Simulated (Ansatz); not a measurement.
BW2 in space group I4/mcm (No. 140; B on 4a, W on 8h), DFT-PBE in the program Ansatz with PAW potentials, all energies at zero smearing, with the estimated change up to a 700 eV cutoff added, with one set of potentials and settings (totals compare only within such a set). Cell of 6 atoms (2 B, 4 W): -41852.716 eV.

```tsv
element	reference phase	E (eV/atom)
B	R-3m, 12 atoms in the cell	-155.9161
W	Im-3m, 1 atoms in the cell	-10384.8193
```

Formation energy per atom, worked out: (-41852.716 − 2×(-155.9161) − 4×(-10384.8193))/6 = -0.268 eV/atom (-26 kJ per mol of atoms), at 0 K, without zero-point energy or fitted corrections.

The workflow started from an entry of the Crystallography Open Database (COD). Whether it is the stable phase at ambient conditions was not checked. The PBE relaxation kept the symmetry of its start; whether a distortion lowers the energy is not shown. No spin polarisation was allowed. The references are the lowest solids computed at this level, not always the standard phases. Scalar-relativistic: spin–orbit coupling is off unless named, which matters more the heavier the elements.

Potentials: the later of the program's two PAW sets.
